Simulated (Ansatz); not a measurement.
BaHfO3 (cubic perovskite)

```
CELL_PARAMETERS angstrom
      4.20617     0.00000     0.00000
      0.00000     4.20617     0.00000
      0.00000     0.00000     4.20617
ATOMIC_POSITIONS crystal
  Ba 0.00000 0.00000 0.00000
  Hf 0.50000 0.50000 0.50000
  O  0.00000 0.50000 0.50000
  O  0.50000 0.50000 0.00000
  O  0.50000 0.00000 0.50000
```

The slice is a {110} plane (indices of the conventional cell) through the point (0.000, 0.500, 0.500) (fractional), spanned by u = [100] and v = [011] in vectors of this cell: u (4.21 Å) and v (5.95 Å, at 90° to u). It covers one period; positions are fractions (u, v).

Method: PBE (plane waves to 420 eV, PAW, scalar-relativistic; Ansatz, a first-principles code). k mesh 8×8×8. These are valence fields of a PAW run, semicore shells included where kept as valence: close to a nucleus they are smooth pseudo fields. BaHfO3 is run without spin polarisation. BaHfO3 was relaxed with its symmetry unable to fall. Spin-orbit coupling is left out, though Hf is heavy.

Problem. Predict the map of the valence electron density on the slice.

Solution. 
```
|76544789874456|
|55433577753345|
|43322345432233|
|22111222221112|
|22111122211112|
|33221111111223|
|54432111112344|
|55542100012455|
|44543100013454|
|24553100013554|
|44543100013454|
|55542100012455|
|54432111112344|
|33221111111223|
|22111122211112|
|22111222221112|
|43322345432233|
|55433577753345|
|76544789874456|
|77645799975467|
```
Scale: ten equal steps from -1.55 (start of '0') to 1.55 (end of '9'), in the order '0123456789'. Values: log₁₀ of the valence density in e/Å³. The map has 14 points along u (one character each, u = 0 at the left) and 20 along v (v = 0 in the bottom row). The scale is logarithmic, as a density can span decades between atoms and voids.
